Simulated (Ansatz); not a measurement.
The cell below belongs to a search over invented structures; it isn't taken from experiment.

Input and command of a plane-wave DFT calculation in Ansatz:

```yaml
crystal:
  lattice:
    - [5.965322987, 0.0, 0.0]
    - [-2.9826614935, 5.1661212485, 0.0]
    - [0.0, 0.0, 5.935786481]
  atoms:
    - { symbol: Ca, position: [0.0, 0.0, 0.2315625443] }
    - { symbol: Ca, position: [0.0, 0.0, 0.7684374557] }
    - { symbol: Ca, position: [0.3333333333, 0.6666666667, 0.5] }
    - { symbol: Ca, position: [0.6666666667, 0.3333333333, 0.5] }
    - { symbol: Ge, position: [0.0, 0.5, 0.0] }
    - { symbol: Ge, position: [0.5, 0.0, 0.0] }
    - { symbol: Ge, position: [0.5, 0.5, 0.0] }
basis:
  ecutwfc: 420
kpoints:
  mp_grid: { grid: [6, 6, 6] }
hamiltonian:
  xc: pbe
scf:
  occupations: { method: gaussian, width: 0.1 }
output:
  forces: true
  stress: true
  eigenvalues: true
  write_density: true
  write_potential: true
  elf: true
  volumetric_format: npy
relax:
  adjacent_minimum: "off"
  f_tol: 0.01
  max_steps: 80
  cell: { stress_tol: 0.05 }
```

```bash
ansatz run input.yaml --threads 1 --pin off --max-ram 2048MiB --backend cpu --events-out ev --progress --plain --runs-dir out
```

Processor: Arm Neoverse V1, 1 thread, on a host shared with other jobs.

**Question.** Estimate time, memory and problem size.

**Answer.** About 98 s, peak memory 0.51 GiB. It solves 50 bands at 28 k points (after reduction by symmetry) with about 3513 plane waves (on the last cell), in 37 SCF iterations over 6 ionic steps.
